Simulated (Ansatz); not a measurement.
TiC$_{2}$ in space group P-3m1 (No. 164; Ti on 1a, C on 2d) at seven volumes, DFT-PBE in the program Ansatz with PAW potentials, shape and atoms relaxed at each. One row is withheld.

```tsv
V (Å³/atom)	P (GPa)
7.559	24.97
7.808	15.48
8.057	7.19
8.306	0.01
8.556	-6.18
8.805	?
9.054	-15.69
```

Question: Fit the shown pressures and predict the withheld one.

Answer: Third-order Birch–Murnaghan: P = (3/2)B₀(x^(7/2) − x^(5/2))[1 + (3/4)(B′ − 4)(x − 1)] with x = (V₀/V)^(2/3). Least squares on the six rows gives V₀ = 8.308 Å³/atom, B₀ = 218.4 GPa, B′ = 4.10. At V = 8.805, x = 0.9620 and P = -11.27 GPa. The run itself gave -11.37 GPa.

The start of the workflow was typed in or built on a structure type; neither database checked (COD, Materials Project) lists it. Its standing as an ambient phase is unchecked. The cell was relaxed with PBE under the symmetry of its start; whether a distortion lowers the energy is not shown. The run is not spin-polarised. The volume moved by 16 % from the start of the relaxation. Its formation energy is positive at this level, so the cell may be metastable or incomplete.

Potentials: the earlier of the program's two PAW sets.
